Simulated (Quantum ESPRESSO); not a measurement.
# Computed records: GaSi7 (made-up cell)

Calculation on a made-up crystal cell, not a measurement: periodic Kohn-Sham density functional theory in plane waves with PseudoDojo standard norm-conserving scalar-relativistic pseudopotentials, each functional with its own files (v0.5 for PBE, v0.4.1 for LDA and PBEsol), no spin polarisation, no spin-orbit coupling, atoms not relaxed, stress positive in tension, energies less a fixed whole-eV offset for each atom's element; levels are Kohn-Sham levels at fractions of this cell's reciprocal vectors, counted from the reference band (half the neutral cell's valence electrons, rounded up) at Gamma; error bars cover cutoff and k-mesh only, not smearing or the files; added strain carries the atoms with the cell, and shear is the tensor component; each bar is the largest change over components, and at least 0.002 eV, 0.002 eV per angstrom or 0.02 GPa; energies are for the whole cell, and the offsets were chosen from early runs and are not element reference energies. Program: Quantum ESPRESSO 7.5.

## GaSi7 (made-up cell)

```
cell vectors (Å)
   5.6900     0.0779    -0.0010
   0.0779     5.7109     0.0047
  -0.0010     0.0047     5.6780
atoms (fractions of the cell vectors)
Si -0.00021  0.00266 -0.00006
Si -0.00044  0.49556  0.50195
Si  0.49684  0.00317  0.49302
Si  0.50042  0.49432 -0.00014
Si  0.25008  0.24540  0.24928
Ga  0.24554  0.74982  0.74750
Si  0.74535  0.25292  0.75110
Si  0.75281  0.74759  0.24726
```

It was run with lattice type zincblende/diamond, functional pbe, cutoff 1088 eV, fermi dirac smearing 0.1 eV, scf tolerance 1e-07 eV, electrons removed 0 and k mesh 6 x 6 x 6, shifted by half a step.

Atoms:
```
atoms element  atom site  atom energy offset (eV)
           Si          1                     -115
           Si          2                     -115
           Si          3                     -115
           Si          4                     -115
           Si          5                     -115
           Ga          6                    -2080
           Si          7                     -115
           Si          8                     -115
```

Q: What stress yz does the calculation give for GaSi7 (made-up cell)?
A: -0.005054 GPa

Q: Give the missing stress xy for GaSi7 (made-up cell).
A: 1.808 GPa

Further results for GaSi7 (made-up cell):

- free energy less offsets: -0.767 eV
- smearing term minus ts: -0.1055 eV
- scf iterations: 10
- pressure: -6.151 GPa
- stress xx: 6.281 GPa
- stress yy: 6.13 GPa
- stress zz: 6.042 GPa
- stress xz: -0.0489 GPa
- fermi level: -0.7203 eV
- reference band: 21
- error bar energy: 0.007576 eV
- error bar stress: 0.04007 GPa
- error bar force: 0.009792 eV/Å
- error bar next band up: 0.002 eV
- error bar fermi level: 0.00306 eV
- error bars from: tighter rerun of this cell

Forces:
```
site  x (eV/Å)    y (eV/Å)  z (eV/Å)
   1   -0.2676     0.08354    0.2407
   2   -0.1964     -0.1159   -0.1749
   3    0.4603     -0.1539    0.2841
   4  0.008004      0.1631    0.3839
   5   -0.1889      0.2879   -0.2098
   6    0.1824  -0.0002401   -0.1349
   7     0.133      -0.293   -0.3599
   8   -0.1308     0.02856  -0.02931
```

Levels:
```
level k point  next band up (eV)
        Gamma             0.5173
(1/2,1/2,1/2)             0.5962
   (0.15,0,0)             0.5651
   (0,0.15,0)             0.5732
   (0,0,0.15)             0.5155
```
